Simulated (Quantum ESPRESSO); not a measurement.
pw.x input (Quantum ESPRESSO 7.5; LDA, PseudoDojo standard norm-conserving files, scalar-relativistic):

```
&CONTROL
  calculation = 'scf'
  pseudo_dir = './pseudo'
  outdir = './out'
  tprnfor = .true.
  tstress = .true.
/
&SYSTEM
  ibrav = 0
  nat = 3
  ntyp = 2
  ecutwfc = 80.0
  ecutrho = 320.0
  occupations = 'smearing'
  smearing = 'fd'
  degauss = 0.002
  nbnd = 17
  assume_isolated = '2D'
/
&ELECTRONS
  conv_thr = 3e-10
/
ATOMIC_SPECIES
S 32.0600 S.upf
Mo 95.9500 Mo.upf
CELL_PARAMETERS angstrom
  3.120338142773   0.000000000000   0.000000000000
 -1.560169071386   2.702292100039   0.000000000000
  0.000000000000   0.000000000000  16.100000000000
ATOMIC_POSITIONS crystal
S   0.666666667000   0.333333333000  -0.096452705100
S   0.666666667000   0.333333333000   0.096452705100
Mo   0.000000000333   0.000000000000   0.000000000000
K_POINTS automatic
9 9 1 0 0 0
```

End of the output:

```
     total energy              =    -185.18341101 Ry
     estimated scf accuracy    <       0.00000001 Ry
     total energy              =    -185.18341101 Ry
     estimated scf accuracy    <          2.5E-09 Ry
     total energy              =    -185.18341101 Ry
     estimated scf accuracy    <          4.3E-10 Ry
[...]
     the Fermi energy is    -5.2983 ev
!    total energy              =    -185.18341101 Ry
     estimated scf accuracy    <          1.2E-10 Ry
     smearing contrib. (-TS)   =      -0.00000000 Ry
     internal energy E=F+TS    =    -185.18341101 Ry
     The total energy is F=E-TS. E is the sum of the following terms:
     one-electron contribution =   -1461.12970955 Ry
     hartree contribution      =     726.02756777 Ry
     xc contribution           =     -33.30510549 Ry
     ewald contribution        =     583.22383626 Ry
     convergence has been achieved in  12 iterations
     Forces acting on atoms (cartesian axes, Ry/au):
     atom    1 type  1   force =     0.00000000    0.00000000   -0.00017944
     atom    2 type  1   force =     0.00000000    0.00000000    0.00017944
     atom    3 type  2   force =     0.00000000    0.00000000    0.00000000
     Total force =     0.000254     Total SCF correction =     0.000037
     SCF correction compared to forces is large: reduce conv_thr to get better values
```
In a gapped system the printed Fermi energy is only some level inside the gap.

Spin-orbit coupling is not included.

Geometry relaxed with LDA.
